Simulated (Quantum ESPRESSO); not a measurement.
# Ga3MgP3Se: input and log of a self-consistent run

Computed values, not a measurement. The program is pw.x of Quantum ESPRESSO 7.5 (plane-wave density functional theory). The cell is made up: 8 atoms on a zincblende/diamond lattice, with randomly drawn elements, strain and displacements, not relaxed. PseudoDojo standard norm-conserving files (v0.5 for PBE, v0.4.1 for LDA and PBEsol) set the functional; there is no spin polarisation, spin-orbit coupling or dispersion term, and the masses in the input are unused placeholders.

Input:

```
&control calculation='scf', pseudo_dir='./dojo.nc.sr.pbe.v0_5.standard.upf', outdir='./o', disk_io='medium', tprnfor=.true., tstress=.true. /
&system ibrav=0, nat=8, ntyp=4, nbnd=46, ecutwfc=85.99341389, nosym=.true., tot_charge=0,
 occupations='smearing', smearing='fd', degauss=0.0018374661
/
&electrons conv_thr=7.350e-09, electron_maxstep=60, /
ATOMIC_SPECIES
Ga 1.0 Ga.upf
Mg 1.0 Mg.upf
P 1.0 P.upf
Se 1.0 Se.upf
CELL_PARAMETERS angstrom
5.7588 0.0 0.0
0.0 5.7588 0.0
0.0 0.0 5.7588
ATOMIC_POSITIONS angstrom
Ga 0.019 0.1437 -0.1122
Mg -0.0665 2.9141 2.824
Ga 2.9044 0.0148 2.8681
Ga 2.7556 2.9315 -0.0332
P 1.3731 1.4572 1.4623
P 1.4387 4.3781 4.4099
Se 4.385 1.4475 4.2186
P 4.451 4.3168 1.3719
K_POINTS automatic
4 4 4 1 1 1
```

The log is shortened where brackets say so; the opening notice, blank lines, dates and the lines on written files are dropped, and the path of the files is cut. It prints rydbergs, bohrs and kilobars, and counts compression as positive stress. With no partly filled state, the Fermi energy that it prints is only some level between the filled and the empty states on the mesh, and need not lie in the true gap.

```
     Program PWSCF v.7.5
     Parallel version (MPI & OpenMP), running on       1 processor cores
     Number of MPI processes:                 1
     Threads/MPI process:                     1
     [start-up lines left out]
     bravais-lattice index     =            0
     lattice parameter (alat)  =      10.8826  a.u.
     unit-cell volume          =    1288.8210 (a.u.)^3
     number of atoms/cell      =            8
     number of atomic types    =            4
     number of electrons       =        80.00
     number of Kohn-Sham states=           46
     kinetic-energy cutoff     =      85.9934  Ry
     charge density cutoff     =     343.9737  Ry
     scf convergence threshold =      7.3E-09
     mixing beta               =       0.7000
     number of iterations used =            8  plain     mixing
     Exchange-correlation= PBE
                           (   1   4   3   4   0   0   0)
     [axes and pseudopotential details left out]
   Cartesian axes
     site n.     atom                  positions (alat units)
         1        Ga     tau(   1) = (   0.0032993   0.0249531  -0.0194832  )
         2        Mg     tau(   2) = (  -0.0115475   0.5060256   0.4903799  )
         3        Ga     tau(   3) = (   0.5043412   0.0025700   0.4980378  )
         4        Ga     tau(   4) = (   0.4785025   0.5090470  -0.0057651  )
         5        P      tau(   5) = (   0.2384351   0.2530388   0.2539244  )
         6        P      tau(   6) = (   0.2498264   0.7602452   0.7657672  )
         7        Se     tau(   7) = (   0.7614434   0.2513544   0.7325484  )
         8        P      tau(   8) = (   0.7729041   0.7496006   0.2382267  )
     number of k points=    32  Fermi-Dirac smearing, width (Ry)=  0.0018
                       cart. coord. in units 2pi/alat
        k(    1) = (   0.1250000   0.1250000   0.1250000), wk =   0.0625000
        k(    2) = (   0.1250000   0.1250000   0.3750000), wk =   0.0625000
     [further k points left out]
     Dense  grid:   138745 G-vectors     FFT dimensions: (  72,  72,  72)
     Estimated max dynamical RAM per process >     198.86 MB
     Initial potential from superposition of free atoms
     starting charge      79.9907, renormalised to      80.0000
     Starting wfcs are   53 randomized atomic wfcs
     total cpu time spent up to now is       14.6 secs
     per-process dynamical memory:   109.0 Mb
     Self-consistent Calculation
     iteration #  1     ecut=    85.99 Ry     beta= 0.70
     Davidson diagonalization with overlap
     ethr =  1.00E-02,  avg # of iterations =  4.0
     Threshold (ethr) on eigenvalues was too large:
     Diagonalizing with lowered threshold
     Davidson diagonalization with overlap
     ethr =  4.92E-04,  avg # of iterations =  2.0
     total cpu time spent up to now is       89.7 secs
     total energy              =    -861.72443744 Ry
     estimated scf accuracy    <       0.38995295 Ry
     iteration #  2     ecut=    85.99 Ry     beta= 0.70
     Davidson diagonalization with overlap
     ethr =  4.87E-04,  avg # of iterations =  4.1
     total cpu time spent up to now is      133.0 secs
     total energy              =    -861.80352584 Ry
     estimated scf accuracy    <       0.26388370 Ry
     iteration #  3     ecut=    85.99 Ry     beta= 0.70
     Davidson diagonalization with overlap
     ethr =  3.30E-04,  avg # of iterations =  2.1
     total cpu time spent up to now is      189.9 secs
     total energy              =    -861.86112224 Ry
     estimated scf accuracy    <       0.01334877 Ry
     iteration #  4     ecut=    85.99 Ry     beta= 0.70
     Davidson diagonalization with overlap
     ethr =  1.67E-05,  avg # of iterations =  8.8
     total cpu time spent up to now is      262.2 secs
     total energy              =    -861.86465146 Ry
     estimated scf accuracy    <       0.00195792 Ry
     iteration #  5     ecut=    85.99 Ry     beta= 0.70
     Davidson diagonalization with overlap
     ethr =  2.45E-06,  avg # of iterations =  4.1
     total cpu time spent up to now is      301.8 secs
     total energy              =    -861.86498149 Ry
     estimated scf accuracy    <       0.00031171 Ry
     iteration #  6     ecut=    85.99 Ry     beta= 0.70
     Davidson diagonalization with overlap
     ethr =  3.90E-07,  avg # of iterations =  2.2
     total cpu time spent up to now is      341.4 secs
     total energy              =    -861.86504104 Ry
     estimated scf accuracy    <       0.00002061 Ry
     iteration #  7     ecut=    85.99 Ry     beta= 0.70
     Davidson diagonalization with overlap
     ethr =  2.58E-08,  avg # of iterations =  3.5
     total cpu time spent up to now is      378.9 secs
     total energy              =    -861.86504600 Ry
     estimated scf accuracy    <       0.00000275 Ry
     iteration #  8     ecut=    85.99 Ry     beta= 0.70
     Davidson diagonalization with overlap
     ethr =  3.44E-09,  avg # of iterations =  3.1
     total cpu time spent up to now is      423.9 secs
     total energy              =    -861.86504694 Ry
     estimated scf accuracy    <       0.00000046 Ry
     iteration #  9     ecut=    85.99 Ry     beta= 0.70
     Davidson diagonalization with overlap
     ethr =  5.79E-10,  avg # of iterations =  2.1
     total cpu time spent up to now is      459.9 secs
     total energy              =    -861.86504704 Ry
     estimated scf accuracy    <       0.00000004 Ry
     iteration # 10     ecut=    85.99 Ry     beta= 0.70
     Davidson diagonalization with overlap
     ethr =  5.56E-11,  avg # of iterations =  3.0
     total cpu time spent up to now is      500.1 secs
     total energy              =    -861.86504705 Ry
     estimated scf accuracy    <       0.00000001 Ry
     iteration # 11     ecut=    85.99 Ry     beta= 0.70
     Davidson diagonalization with overlap
     ethr =  1.39E-11,  avg # of iterations =  2.7
     total cpu time spent up to now is      532.2 secs
     End of self-consistent calculation
          k = 0.1250 0.1250 0.1250 ( 17332 PWs)   bands (ev):
   -68.9095 -42.1996 -42.1922 -42.1453 -42.1071 -42.1030 -35.7324 -35.6948
   -35.6902  -9.0475  -8.7896  -8.7660  -8.7494  -8.7165  -8.7029  -8.6962
    -8.6789  -8.6689  -8.6637  -8.6474  -8.6310  -8.6170  -8.6131  -8.6033
    -7.5024  -4.4760  -3.2079  -3.0118  -0.4472  -0.1806   1.2532   2.5635
     2.9174   3.3929   3.6210   3.9587   4.1592   4.7396   5.5013   5.6835
     7.0035   7.4882   7.8270   8.4022   8.4658   8.8413
     [levels at the other k points left out]
     the Fermi energy is     6.2509 ev
!    total energy              =    -861.86504706 Ry
     estimated scf accuracy    <          1.0E-09 Ry
     smearing contrib. (-TS)   =      -0.00000000 Ry
     internal energy E=F+TS    =    -861.86504706 Ry
     The total energy is F=E-TS. E is the sum of the following terms:
     one-electron contribution =    -536.96145908 Ry
     hartree contribution      =     306.08715353 Ry
     xc contribution           =    -202.06442894 Ry
     ewald contribution        =    -428.92631258 Ry
     convergence has been achieved in  11 iterations
     Forces acting on atoms (cartesian axes, Ry/au):
     atom    1 type  1   force =     0.03316442   -0.05631724    0.06564204
     atom    2 type  2   force =     0.05126481    0.03183636    0.00136123
     atom    3 type  1   force =    -0.02792968   -0.05040461   -0.04171375
     atom    4 type  1   force =     0.00893684    0.01711852    0.05491081
     atom    5 type  3   force =     0.03771089   -0.00816078   -0.02863424
     atom    6 type  3   force =     0.00480445    0.01559508   -0.04153483
     atom    7 type  4   force =    -0.04946172    0.00548558    0.02695901
     atom    8 type  3   force =    -0.05849001    0.04484709   -0.03699026
     Total force =     0.187021     Total SCF correction =     0.000162
     Computing stress (Cartesian axis) and pressure
          total   stress  (Ry/bohr**3)                   (kbar)     P=      -22.03
  -0.00018078  -0.00008126   0.00007548          -26.59      -11.95       11.10
  -0.00008126  -0.00012736  -0.00005811          -11.95      -18.74       -8.55
   0.00007548  -0.00005811  -0.00014108           11.10       -8.55      -20.75
     init_run     :     13.68s CPU     14.48s WALL (       1 calls)
     electrons    :    500.55s CPU    517.61s WALL (       1 calls)
     forces       :      4.94s CPU      5.04s WALL (       1 calls)
     stress       :     17.46s CPU     18.18s WALL (       1 calls)
     [timing details left out]
     PWSCF        :   8m56.85s CPU   9m15.73s WALL
     JOB DONE.
```

In other units: free energy -11726.271 eV for the cell, pressure -2.20 GPa, largest force component 1.688 eV/Å. A rerun of the same cell at another strain at 1467 eV and a 6 x 6 x 6 mesh moved values by no more than 0.008 eV in energy, 0.02 GPa in stress and 0.003 eV/Å in force.